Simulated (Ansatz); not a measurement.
An Ansatz (a program for electronic structure) run. Input:

Ansatz 0.2 input:
```yaml
crystal:
  lattice:
    - [4.0013535635, 0.0, 0.0]
    - [0.0, 4.0013535635, 0.0]
    - [0.0, 0.0, 4.0013535635]
  atoms:
    - { symbol: H, position: [0.1487746963, 0.1487746963, 0.8512253037] }
    - { symbol: H, position: [0.1487746963, 0.8512253037, 0.1487746963] }
    - { symbol: H, position: [0.8512253037, 0.8512253037, 0.8512253037] }
    - { symbol: H, position: [0.8512253037, 0.1487746963, 0.1487746963] }
    - { symbol: Br, position: [0.5, 0.5, 0.5] }
    - { symbol: N, position: [0.0, 0.0, 0.0] }
kpoints:
  mp_grid: { grid: [7, 7, 7] }
hamiltonian:
  xc: r2scan
  dispersion: d4
  pseudopotentials: { kind: paw }
scf:
  occupations: { method: fixed }
elastic: { mode: relaxed_ion, stencil: two_point, amplitude: 0.005, f_tol: 0.0005 }
output: { polarization: {} }
```

Output (shortened):

```
Pseudopotential: H, paw, valence charge 1
Pseudopotential: Br, paw, valence charge 7
Pseudopotential: N, paw, valence charge 5
Functional definition: r2SCAN
Crystal: 6 atoms, lattice volume = 64.065 Å³
Basis set: ecut = 500 eV, 1647 PW (Γ), exchange–correlation on 120×120×120 points (64 copies of the dense FFT grid, shifted against one another)
Bands: 14, of which v1, the nominal top of the filled ones, is band 8 counted from 1 (7 counted from 0)
Symmetry: 24 space group operations
Space group: P-43m (ITA 215), of the structure as read, at distance tolerance 4.0e-5 Å
k-points: 20 of 343 (time reversal used)
SCF 1 converged in 11 iterations: F = -3245.089445 eV  dr2 = 1.79e-15
Crystal: 6 atoms, lattice volume = 64.065 Å³
SCF 2 converged in 2 iterations: F = -3245.089445 eV  dr2 = 1.86e-16
Crystal: 6 atoms, lattice volume = 63.745 Å³
Basis set: ecut = 500 eV, 1623 PW (Γ), exchange–correlation on 120×120×120 points (64 copies of the dense FFT grid, shifted against one another)
Symmetry: 8 space group operations
k-points: 40 of 343 (time reversal used)
SCF 3 converged in 9 iterations: F = -3245.088949 eV  dr2 = 1.38e-15
relax step   1: F+E_penalty+E_count = -3245.08894904 eV  Δ(F+E_penalty+E_count) = +0.000e0 eV  max|allowed force component| = 5.436e-2 eV/Å  Δτ_max = 0.0000 Å  (9 SCF iters, accepted)
Crystal: 6 atoms, lattice volume = 63.745 Å³
SCF 4 converged in 8 iterations: F = -3245.089211 eV  dr2 = 8.18e-15
relax step   2: F+E_penalty+E_count = -3245.08921132 eV  Δ(F+E_penalty+E_count) = -2.623e-4 eV  max|allowed force component| = 1.941e-2 eV/Å  Δτ_max = 0.0016 Å  (8 SCF iters, accepted)
Crystal: 6 atoms, lattice volume = 63.745 Å³
SCF 5 converged in 8 iterations: F = -3245.089249 eV  dr2 = 4.27e-15
relax step   3: F+E_penalty+E_count = -3245.08924895 eV  Δ(F+E_penalty+E_count) = -3.763e-5 eV  max|allowed force component| = 3.562e-4 eV/Å  Δτ_max = 0.0009 Å  (8 SCF iters, accepted)
Crystal: 6 atoms, lattice volume = 63.745 Å³
SCF 6 converged in 2 iterations: F = -3245.089249 eV  dr2 = 5.86e-16
Crystal: 6 atoms, lattice volume = 64.385 Å³
SCF 7 converged in 9 iterations: F = -3245.088963 eV  dr2 = 1.25e-15
relax step   1: F+E_penalty+E_count = -3245.08896256 eV  Δ(F+E_penalty+E_count) = +0.000e0 eV  max|allowed force component| = 5.402e-2 eV/Å  Δτ_max = 0.0000 Å  (9 SCF iters, accepted)
Crystal: 6 atoms, lattice volume = 64.385 Å³
SCF 8 converged in 8 iterations: F = -3245.089224 eV  dr2 = 5.43e-15
relax step   2: F+E_penalty+E_count = -3245.08922357 eV  Δ(F+E_penalty+E_count) = -2.610e-4 eV  max|allowed force component| = 1.929e-2 eV/Å  Δτ_max = 0.0016 Å  (8 SCF iters, accepted)
Crystal: 6 atoms, lattice volume = 64.385 Å³
SCF 9 converged in 8 iterations: F = -3245.089261 eV  dr2 = 5.12e-15
relax step   3: F+E_penalty+E_count = -3245.08926086 eV  Δ(F+E_penalty+E_count) = -3.730e-5 eV  max|allowed force component| = 4.136e-4 eV/Å  Δτ_max = 0.0009 Å  (8 SCF iters, accepted)
Crystal: 6 atoms, lattice volume = 64.385 Å³
SCF 10 converged in 2 iterations: F = -3245.089261 eV  dr2 = 7.12e-16
Crystal: 6 atoms, lattice volume = 64.065 Å³
Basis set: ecut = 500 eV, 1639 PW (Γ), exchange–correlation on 120×120×120 points (64 copies of the dense FFT grid, shifted against one another)
Symmetry: 4 space group operations
k-points: 64 of 343 (time reversal used)
SCF 11 converged in 10 iterations: F = -3245.089118 eV  dr2 = 2.67e-14
relax step   1: F+E_penalty+E_count = -3245.08911806 eV  Δ(F+E_penalty+E_count) = +0.000e0 eV  max|allowed force component| = 1.289e-1 eV/Å  Δτ_max = 0.0000 Å  (10 SCF iters, accepted)
Crystal: 6 atoms, lattice volume = 64.065 Å³
SCF 12 converged in 9 iterations: F = -3245.089366 eV  dr2 = 1.79e-14
relax step   2: F+E_penalty+E_count = -3245.08936609 eV  Δ(F+E_penalty+E_count) = -2.480e-4 eV  max|allowed force component| = 2.470e-2 eV/Å  Δτ_max = 0.0067 Å  (9 SCF iters, accepted)
Crystal: 6 atoms, lattice volume = 64.065 Å³
SCF 13 converged in 8 iterations: F = -3245.089406 eV  dr2 = 2.44e-14
relax step   3: F+E_penalty+E_count = -3245.08940604 eV  Δ(F+E_penalty+E_count) = -3.995e-5 eV  max|allowed force component| = 5.142e-3 eV/Å  Δτ_max = 0.0027 Å  (8 SCF iters, accepted)
Crystal: 6 atoms, lattice volume = 64.065 Å³
SCF 14 converged in 8 iterations: F = -3245.089413 eV  dr2 = 2.27e-14
relax step   4: F+E_penalty+E_count = -3245.08941302 eV  Δ(F+E_penalty+E_count) = -6.979e-6 eV  max|allowed force component| = 3.193e-5 eV/Å  Δτ_max = 0.0023 Å  (8 SCF iters, accepted)
Crystal: 6 atoms, lattice volume = 64.065 Å³
SCF 15 converged in 2 iterations: F = -3245.089413 eV  dr2 = 2.29e-15
Crystal: 6 atoms, lattice volume = 64.065 Å³
SCF 16 converged in 10 iterations: F = -3245.089118 eV  dr2 = 1.32e-14
relax step   1: F+E_penalty+E_count = -3245.08911806 eV  Δ(F+E_penalty+E_count) = +0.000e0 eV  max|allowed force component| = 1.289e-1 eV/Å  Δτ_max = 0.0000 Å  (10 SCF iters, accepted)
Crystal: 6 atoms, lattice volume = 64.065 Å³
SCF 17 converged in 9 iterations: F = -3245.089366 eV  dr2 = 1.80e-14
relax step   2: F+E_penalty+E_count = -3245.08936609 eV  Δ(F+E_penalty+E_count) = -2.480e-4 eV  max|allowed force component| = 2.470e-2 eV/Å  Δτ_max = 0.0067 Å  (9 SCF iters, accepted)
Crystal: 6 atoms, lattice volume = 64.065 Å³
SCF 18 converged in 8 iterations: F = -3245.089406 eV  dr2 = 2.43e-14
relax step   3: F+E_penalty+E_count = -3245.08940604 eV  Δ(F+E_penalty+E_count) = -3.995e-5 eV  max|allowed force component| = 5.142e-3 eV/Å  Δτ_max = 0.0027 Å  (8 SCF iters, accepted)
Crystal: 6 atoms, lattice volume = 64.065 Å³
SCF 19 converged in 8 iterations: F = -3245.089413 eV  dr2 = 2.25e-14
relax step   4: F+E_penalty+E_count = -3245.08941302 eV  Δ(F+E_penalty+E_count) = -6.979e-6 eV  max|allowed force component| = 3.193e-5 eV/Å  Δτ_max = 0.0023 Å  (8 SCF iters, accepted)
Crystal: 6 atoms, lattice volume = 64.065 Å³
SCF 20 converged in 2 iterations: F = -3245.089413 eV  dr2 = 2.36e-15
SCF converged after 2 iterations
Free energy (F): -3245.089445 eV
Harris-Foulkes:  -3245.089445 eV  (|F-HF|=1.82e-12)
Internal energy: -3245.089445 eV  (E = F + TS)
E sigma→0 (E₀):  -3245.089445 eV
Fermi energy:    0.747017 eV
--- Per-component energies (eV) ---
  E_band       = -104.201241
  E_kinetic    = 321.930126
  E_local      = -639.522201  (includes V_loc(G=0)·N_el)
  E_nonlocal   = 122.223030
  E_hartree    = 180.814739
  E_xc         = -346.005159
  E_vxc        = -250.250334  (∫ρ·V_xc dr)
  E_paw        = -2402.183555  (= ΣΔE_a)
  E_vpaw       = -34.307449  (= ΣTr[D̂ρ^β])
  E_aug_tail   = -0.001761  (compensation charges beyond the density's cutoff)
  E_vtau       = 14.097871  (kinetic-family band-sum trace: ∫τ·v_τ [+ j·A + Jᵃ·Aᵃ] dr)
  E_ewald      = -481.980970
  E_disp       = -0.175936  (pairwise vdW)
  E_core_change = -0.187758  (= ΣΔE_core)
  E_smearing   =  0.000000  (= −TS)
  E_closure    = 0.000000  (closes the sum)
  Σ components = -3245.089445   (vs F -3245.089445, Δ=0.00e0)
--- Forces (eV/Å), atoms counted from 1 ---
  atom   1  H      0.00003980     0.00003980    -0.00003980
  atom   2  H      0.00003980    -0.00003980     0.00003980
  atom   3  H     -0.00003980    -0.00003980    -0.00003980
  atom   4  H     -0.00003980     0.00003980     0.00003980
  atom   5  Br     0.00000000     0.00000000     0.00000000
  atom   6  N      0.00000000     0.00000000     0.00000000
  max |Σ_I F_I| component: 4.87e-17 eV/Å
--- Stress (GPa, compression-positive) ---
       -0.001646       0.000000       0.000000
        0.000000      -0.001646       0.000000
        0.000000       0.000000      -0.001646
  P = ⅓ Tr σ = -0.0016 GPa (-0.016 kbar)
--- Band table (eV; the first three rows and the last of 20) ---
  k-point 0: bands = ["-18.5665", "-12.3449", "-7.0309", "-7.0309", "-7.0309", "0.6888", "0.6888", "0.6888", "5.5769", "8.2774", "8.2774", "11.2541", "11.2541", "11.2541"]
  k-point 1: bands = ["-18.5523", "-12.3523", "-7.0433", "-7.0158", "-7.0158", "0.2575", "0.6660", "0.6660", "6.0812", "8.4692", "8.7628", "11.1609", "11.1609", "11.3281"]
  k-point 2: bands = ["-18.5201", "-12.3710", "-7.0621", "-6.9812", "-6.9812", "-0.5192", "0.6131", "0.6131", "7.1451", "9.0425", "9.7276", "11.0281", "11.0281", "11.5931"]
  k-point 19: bands = ["-18.4021", "-12.0317", "-7.2479", "-7.2422", "-7.2422", "-0.6112", "-0.6112", "-0.5423", "8.7812", "9.2962", "9.2962", "11.0362", "11.7125", "11.7125"]
--- Elastic constants: 2 strain directions × 2 members + reference (group order 24) ---
  dense FFT box of the reference and of every strained cell: 30×30×30
  strains applied: 11, 23; error gains: componentwise 1.00 (the most a stress slope's error grows in a printed constant), spectral 1.73 (1 for all six strains …
  pairwise dispersion correction: d4 (s6 = 1.0, s8 = 0.6018749, s9 = 1.0, a1 = 0.51559235, a2_bohr = 5.77342911), with the weights of each atom's references …
  C = ∂σ_k/∂η_j (tension-positive GPa; Voigt order 11 22 33 23 13 12):
        42.118     13.141     13.141      0.000      0.000      0.000
        13.141     42.118     13.141      0.000      0.000      0.000
        13.141     13.141     42.118      0.000      0.000      0.000
         0.000      0.000      0.000     11.424      0.000      0.000
         0.000      0.000      0.000      0.000     11.424      0.000
         0.000      0.000      0.000      0.000      0.000     11.424
  reference stress σ⁰ (GPa):      0.002      0.002      0.002      0.000      0.000      0.000
  moduli (Voigt/Reuss/Hill, GPa): K = 22.80/22.80/22.80   G = 12.65/12.48/12.56   E = 31.84   ν = 0.267
  mechanically stable: yes (min eigenvalue of sym C = 11.42 GPa)
  e, the proper piezoelectric tensor (elastic.mode: relaxed_ion; C/m²; rows x y z; Voigt order 11 22 33 23 13 12):
       0.00000    0.00000    0.00000    0.06439    0.00000    0.00000
       0.00000    0.00000    0.00000    0.00000    0.06439    0.00000
       0.00000    0.00000    0.00000    0.00000    0.00000    0.06439
  ±, each entry's uncertainty from the finite density of the strings (C/m²), an estimate: the size of the correction for it that the entry includes:
       0.00000    0.00000    0.00000    0.00091    0.00000    0.00000
       0.00000    0.00000    0.00000    0.00000    0.00091    0.00000
       0.00000    0.00000    0.00000    0.00000    0.00000    0.00091
  strain η (Voigt 11):  stress-route row diagonal C_11 = 42.12 GPa, energy-path curvature d²(F+E_count+ΔE)/dδ²/Ω₀ = 42.07 GPa
         δ    σ_11 (GPa)             F (eV)   n_scf  n_hpsi   n_pw
    -5.000e-3      -0.2110       -3245.0892489       2    5270   1638   relax 3 steps, max|allowed force component| 3.56e-4 eV/Å
     5.000e-3       0.2102       -3245.0892609       2    5264   1657   relax 3 steps, max|allowed force component| 4.14e-4 eV/Å
  strain η (Voigt 23):  stress-route row diagonal C_44 = 11.42 GPa, energy-path curvature d²(F+E_count+ΔE)/dδ²/Ω₀ = 11.41 GPa
         δ    σ_23 (GPa)             F (eV)   n_scf  n_hpsi   n_pw
    -5.000e-3      -0.0571       -3245.0894130       2    8448   1643   relax 4 steps, max|allowed force component| 3.19e-5 eV/Å
     5.000e-3       0.0571       -3245.0894130       2    8441   1643   relax 4 steps, max|allowed force component| 3.19e-5 eV/Å
--- Formal polarisation (Berry phase): one branch of a lattice of values; only differences between neighbouring runs are physical ---
  axis  mesh            electronic          ionic      p = total  spread (rad)  least overlap  resolved gap  δp at fixed H ≤   (phases in cycles; p mod 1 …
  b1    7×7×7           0.00000000     5.50000000     5.50000000      0.003863         0.9524        4.8881           2.5e-6
  b2    7×7×7           0.00000000     5.50000000     5.50000000      0.003863         0.9524        4.8881           2.5e-6
  b3    7×7×7           0.00000000     5.50000000     5.50000000      0.003863         0.9524        4.8881           2.5e-6
  quantum along a1:   0.06245772 e/Å² =   100.068304 µC/cm²
  quantum along a2:   0.06245772 e/Å² =   100.068304 µC/cm²
  quantum along a3:   0.06245772 e/Å² =   100.068304 µC/cm²
  P = (  0.34351747,   0.34351747,   0.34351747) e/Å² = (  550.375671,   550.375671,   550.375671) µC/cm²  (mod the quanta)
```

Cost: roughly 3 core-minutes on shared cores.

The first step of the workflow began from a Materials Project structure, measured or hypothetical; the Crystallography Open Database files this formula in space group No. 215, but the cells were not matched. Its standing as an ambient phase is unchecked. The cell was relaxed with r²SCAN+D4 under the symmetry of its start; phonons on a q-mesh show no instability. Scalar-relativistic: spin–orbit coupling is off unless named, which matters more the heavier the elements.

Potentials: the later of the program's two PAW sets.

Ansatz is a plane-wave DFT program.
